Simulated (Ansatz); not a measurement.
Relaxed-ion elastic tensor of WC (zinc blende, F-43m) in GPa (Voigt order), PBEsol in the plane-wave PAW code Ansatz; density 12.85 g/cm³, 12.65 Å³ per atom.

```
     1    2    3     4     5     6
-  ---  ---  ---  ----  ----  ----
1  342  247  247   0.0   0.0   0.0
2  247  342  247   0.0   0.0   0.0
3  247  247  342   0.0   0.0   0.0
4  0.0  0.0  0.0  17.7   0.0   0.0
5  0.0  0.0  0.0   0.0  17.7   0.0
6  0.0  0.0  0.0   0.0   0.0  17.7
```

**Question.** Is the crystal mechanically stable?

**Answer.** Yes: the smallest eigenvalue of C is 17.7 GPa.

**Question.** Work out the Voigt, Reuss and Hill averages.

**Answer.** K_V = 279, K_R = 279, K_H = 279; G_V = 29.6, G_R = 23.7, G_H = 26.6 GPa.

**Question.** Give Young's modulus, Poisson's ratio, Pugh's ratio and the universal anisotropy index.

**Answer.** E = 9KG/(3K + G) = 77.3 GPa; ν = 0.45; K/G = 10.49 (ductile by the Pugh limit of 1.75); A_U = 5G_V/G_R + K_V/K_R − 6 = 1.25.

**Question.** Estimate the sound speeds and the Debye temperature.

**Answer.** v_l = √((K + 4G/3)/ρ) = 4950 m/s, v_t = √(G/ρ) = 1440 m/s, mean 1640 m/s; Θ = (h/k)(3n/4πV)^(1/3) v_m = 210 K.

**Question.** Give the Zener ratio and Young's modulus along [100], [110] and [111].

**Answer.** A = 2C44/(C11 − C12) = 0.38; 1/E = S11 − 2(S11 − S12 − S44/2)Γ with Γ = 0, 1/4, 1/3 gives 134, 61.5, 52.1 GPa.

The start of the workflow was typed in or built on a structure type; neither database checked (COD, Materials Project) lists it. It is not the phase usual at ambient conditions (space group No. 187). The PBEsol relaxation kept the symmetry of its start; its stability against distortions is not shown here. The run is not spin-polarised. Its formation energy is positive at this level, so the cell may be metastable or incomplete. As this level gives no gap, shear constants depend on the k-mesh and smearing (Fermi–Dirac, 0.1 eV here). Spin–orbit coupling is left out wherever it is not named.

Potentials: the later of the program's two PAW sets.
